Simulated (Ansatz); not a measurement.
## SiNi (Pnma): electronic heat capacity and spin susceptibility from the density of states

All numbers below come from DFT r2SCAN, scalar-relativistic, plane waves, PAW (Ansatz 0.2.0).

Settings: cutoff 500 eV, Γ-centred mesh 8×10×6 on the computed 8-atom cell, Gaussian smearing of 0.10 eV; no spin polarisation.

Relaxed cell: Pnma, a = 5.098 Å, b = 3.350 Å, c = 5.574 Å, α = 90.00°, β = 90.00°, γ = 90.00°, 8 atoms in the primitive cell.

The density of states at the Fermi level is 2.212 states/eV in the cell of 8 atoms (4 formula units; both spins, tetrahedra on a 12×15×9 mesh).

Task: What Sommerfeld coefficient and Pauli susceptibility does this give?

Result: Per formula unit N(E_F) = 0.553 states/eV. γ = (π²/3) k_B² N(E_F) N_A = 2.357 mJ/(mol K²) per state/eV, so γ = 1.3 mJ/(mol K²), a mole of formula units. χ_P = μ_B² N(E_F) N_A = 3.23×10⁻⁵ emu/mol per state/eV gives 1.8×10⁻⁵ emu/mol. This is the bare band result: a measured γ of the same phase is as a rule larger by a factor 1 + λ from phonons and spin fluctuations, the spin part of χ is larger by the Stoner factor, and a measured χ also holds orbital and core terms. N(E_F) at one energy is sensitive to the mesh where the density of states has sharp peaks.

A ferromagnetic start lost its moments in a first run, so spin was left out; other magnetic orders weren't tried.

Cost: 1 run of about 12 core-minutes, on Intel Xeon Processor @ 2.50GHz (Skylake/Cascade Lake) (shared hosts).